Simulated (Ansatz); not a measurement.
ZnAg (CsCl type)

```yaml
crystal:
  lattice:
    - [3.07686, 0.00000, 0.00000]
    - [0.00000, 3.07686, 0.00000]
    - [0.00000, 0.00000, 3.07686]
  atoms:
    - { symbol: Zn, position: [0.50000, 0.50000, 0.50000] }
    - { symbol: Ag, position: [0.00000, 0.00000, 0.00000] }
```

The slice is a {100} plane (indices of the conventional cell) through the point (0.500, 0.500, 0.500) (fractional), spanned by u = [100] and v = [010] in vectors of this cell: u (3.08 Å) and v (3.08 Å, at 90° to u). It covers one period; positions are fractions (u, v).

Method: LDA (plane waves to 420 eV, PAW, scalar-relativistic; Ansatz, an electronic-structure program). k mesh 15×15×15. Inside the PAW spheres the values are not all-electron values, and peaks at nuclei hang on which shells count as valence. ZnAg was relaxed with its symmetry unable to fall.

Three fields on this plane, each scaled to ten steps between its own extremes (0 low, 9 high; the total valence density on a logarithmic scale, the potential cut 8 eV below its top; x marks points blanked near nuclei; v = 0 in the bottom row):

Map A
```
|xxxxxxxx841000148xxxxxxx|
|xxxxxxxx741000147xxxxxxx|
|xxxxxxxx631000136xxxxxxx|
|xxxxxxx85210001258xxxxxx|
|xxxxxx9642100012469xxxxx|
|xxxxx974321000123479xxxx|
|xxxx86432111011123468xxx|
|887654322111111122345678|
|444322211111111111222344|
|111111111111211111111111|
|000000011112221111000000|
|000000001122222110000000|
|000000011112221111000000|
|111111111111211111111111|
|444322211111111111222344|
|887654322111111122345678|
|xxxx86432111011123468xxx|
|xxxxx974321000123479xxxx|
|xxxxxx9642100012469xxxxx|
|xxxxxxx85210001258xxxxxx|
|xxxxxxxx631000136xxxxxxx|
|xxxxxxxx741000147xxxxxxx|
|xxxxxxxx841000148xxxxxxx|
|xxxxxxxx841000148xxxxxxx|
```

Map B
```
|xxxxxxxx125898521xxxxxxx|
|xxxxxxxx126999621xxxxxxx|
|xxxxxxxx148999841xxxxxxx|
|xxxxxxx12689998621xxxxxx|
|xxxxxx2247988897422xxxxx|
|xxxxx224688777886422xxxx|
|xxxx12467765556776421xxx|
|011124677654345677642111|
|122467876432223467876422|
|556889865321112356898865|
|889998754210001245789998|
|999998753210001235789999|
|889998754210001245789998|
|556889865321112356898865|
|122467876432223467876422|
|011124677654345677642111|
|xxxx12467765556776421xxx|
|xxxxx224688777886422xxxx|
|xxxxxx2247988897422xxxxx|
|xxxxxxx12689998621xxxxxx|
|xxxxxxxx148999841xxxxxxx|
|xxxxxxxx126999621xxxxxxx|
|xxxxxxxx125898521xxxxxxx|
|xxxxxxxx015898510xxxxxxx|
```

Map C
```
|xxxxxxxx268999862xxxxxxx|
|xxxxxxxx368999863xxxxxxx|
|xxxxxxxx468999864xxxxxxx|
|xxxxxxx25789998752xxxxxx|
|xxxxxx0468999998640xxxxx|
|xxxxx046789999987640xxxx|
|xxxx24678999999987642xxx|
|123456788999999988765432|
|666678899999999999887666|
|788889999999999999998888|
|999999999999999999999999|
|999999999999999999999999|
|999999999999999999999999|
|788889999999999999998888|
|666678899999999999887666|
|123456788999999988765432|
|xxxx24678999999987642xxx|
|xxxxx046789999987640xxxx|
|xxxxxx0468999998640xxxxx|
|xxxxxxx25789998752xxxxxx|
|xxxxxxxx468999864xxxxxxx|
|xxxxxxxx368999863xxxxxxx|
|xxxxxxxx268999862xxxxxxx|
|xxxxxxxx167999761xxxxxxx|
```

Task: Assign the maps to these fields: electron localisation function (ELF); valence electron density; electrostatic potential energy of an electron, from the cell's mean.

Result: A is the valence electron density; B is the electron localisation function (ELF); C is the electrostatic potential energy of an electron, from the cell's mean.
